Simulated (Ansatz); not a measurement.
The start is a generated trial cell of Al2Cu in the AFLOW prototype A2B_mP12_3_bc3e_2e (as in SiO2). The structure is fully relaxed (lattice and positions, P = 0) with PBEsol (plane waves to 420 eV, PAW, scalar-relativistic; Ansatz, a first-principles code). First-step values are on the input's coarse k-mesh.

Ansatz input (later rounds restart from its end on a renewed k-mesh):
Ansatz 0.2 input:
```yaml
crystal:
  lattice:
    - [4.8081549, 0, 0]
    - [0, 4.7722136, 0]
    - [-1.6915344, 0, 8.4078566]
  atoms:
    - { symbol: Cu, position: [0.18244, 0, 0.69651] }
    - { symbol: Cu, position: [0.81756, 0, 0.30349] }
    - { symbol: Cu, position: [0.38098, 0.58564, 0.17797] }
    - { symbol: Cu, position: [0.61902, 0.58564, 0.82203] }
    - { symbol: Al, position: [0, 0.15907, 0.5] }
    - { symbol: Al, position: [0.5, 0.73859, 0] }
    - { symbol: Al, position: [0.02399, 0.752, 0.18927] }
    - { symbol: Al, position: [0.97601, 0.752, 0.81073] }
    - { symbol: Al, position: [0.38562, 0.71473, 0.64074] }
    - { symbol: Al, position: [0.61438, 0.71473, 0.35926] }
    - { symbol: Al, position: [0.48963, 0.20196, 0.18802] }
    - { symbol: Al, position: [0.51037, 0.20196, 0.81198] }
basis: { ecutwfc: 420, ecutrho_ratio: 4, xc_grid: 2, fft_grid_basis: typed }
kpoints: { mp_grid: { grid: [6, 6, 3] } }
hamiltonian:
  xc: pbesol
  dispersion: none
  pseudopotentials: { kind: paw }
scf: { occupations: { method: fermi_dirac, width: 0.05 } }
relax: { f_tol: 0.01, max_steps: 100, cell: { stress_tol: 0.02 } }
output: { forces: true, stress: true }
```

What symmetry does the relaxed structure have?

The space group goes from P2 (No. 3) to P2/m (No. 10), with 12 atoms in the primitive cell.

How much energy is released per atom?

About 2.5 eV/atom.

How does the volume per atom move from start to end?

-4.3 %, from 16.08 to 15.39 Å³/atom.

How do the shortest distances between atoms change?

The closest pairs of elements (up to four, under 3.6 Å), start → end: Al–Cu 1.79 → 2.43 Å; Al–Al 2.68 → 2.59 Å; Cu–Cu 2.93 → 2.67 Å.

Write out the relaxed structure.


Space group P2/m (No. 10); a = 4.9614 Å, b = 3.9849 Å, c = 9.5784 Å, α = γ = 90.00°, β = 102.81°

```tsv
atom	site	symmetry	x	y	z
Cu	2m	m	0.7370	0.0000	0.2508
Cu	2n	m	0.3972	0.5000	0.1424
Al	1c	2/m	0.0000	0.0000	0.5000
Al	1d	2/m	0.5000	0.0000	0.0000
Al	2n	m	0.1040	0.5000	0.8793
Al	2n	m	0.3550	0.5000	0.5969
Al	2m	m	0.2434	0.0000	0.2708
```

Final values are on a 8×10×4 k-mesh of the relaxed cell. The start holds a very short contact (Al–Cu 1.79 Å). No spin polarisation in the result.

The run could not lose the symmetry of its start, so the end can be a saddle point.

The relaxed structure here is a generated cell of Al2Cu: the first start was made by placing the elements on the sites of a structure type, and the end was not matched to a known phase here, so it may be hypothetical. Known forms of Al2Cu include space group No. 140.
